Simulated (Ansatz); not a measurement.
System: CuZn (CsCl type), 2 atoms in the cell.

Level of theory: PBE, all-electron LAPW, point nucleus in Ansatz.

k-mesh 8×8×8 Γ-centred; Fermi–Dirac smearing of 0.1 eV; no spin polarisation.

```xyz
2
Lattice="2.9700 0.0000 0.0000 0.0000 2.9700 0.0000 0.0000 0.0000 2.9700" Properties=species:S:1:pos:R:3 pbc="T T T"
Cu    0.0000    0.0000    0.0000
Zn    1.4850    1.4850    1.4850
```

Q: What pressure does the calculation give?

A: The pressure is -0.55 GPa, so at these settings the cell is stretched and would shrink.

The k-mesh is modest, so these values aren't fully converged in k.
